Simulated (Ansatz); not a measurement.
MoRu:
```cif
data_MoRu
_chemical_formula_sum 'Ru1 Mo1'
_space_group_name_H-M_alt 'P4/mmm'
_space_group_IT_number 123
_space_group_name_Hall '-P 4 2'
_cell_length_a 2.76465
_cell_length_b 2.76465
_cell_length_c 3.81566
_cell_angle_alpha 90.000
_cell_angle_beta 90.000
_cell_angle_gamma 90.000
loop_
_atom_site_label
_atom_site_type_symbol
_atom_site_symmetry_multiplicity
_atom_site_Wyckoff_symbol
_atom_site_fract_x
_atom_site_fract_y
_atom_site_fract_z
_atom_site_occupancy
Ru1 Ru 1 a 0.00000 0.00000 0.00000 1
Mo1 Mo 1 d 0.50000 0.50000 0.50000 1
```

Relaxed with r²SCAN.

Question: Tabulate the valence density and the electron localisation function along the shortest Ru–Mo contact (2.73 Å), DFT-r²SCAN in the program Ansatz with PAW potentials.

Answer: 

```csv
distance from Ru (Å),density (e/Å³),ELF
0.27,10.21,0.56
0.41,8.03,0.61
0.55,5.59,0.62
0.68,3.38,0.57
0.82,1.72,0.47
0.96,0.86,0.35
1.09,0.55,0.30
1.23,0.41,0.30
1.37,0.37,0.30
1.50,0.39,0.24
1.64,0.49,0.21
1.78,0.79,0.30
1.91,1.51,0.49
2.05,2.77,0.66
2.19,4.43,0.73
2.32,5.96,0.70
2.46,6.82,0.57
```

The density is the valence pseudo-density with augmentation charge, so density and ELF within about 1 Å of a nucleus are not all-electron values.

The start of the workflow was typed in or built on a structure type; neither database checked (COD, Materials Project) lists it. Whether it is the stable phase at ambient conditions was not checked. The r²SCAN relaxation kept the symmetry of its start; whether a distortion lowers the energy is not shown. No spin polarisation was allowed.

Potentials: the earlier of the program's two PAW sets.
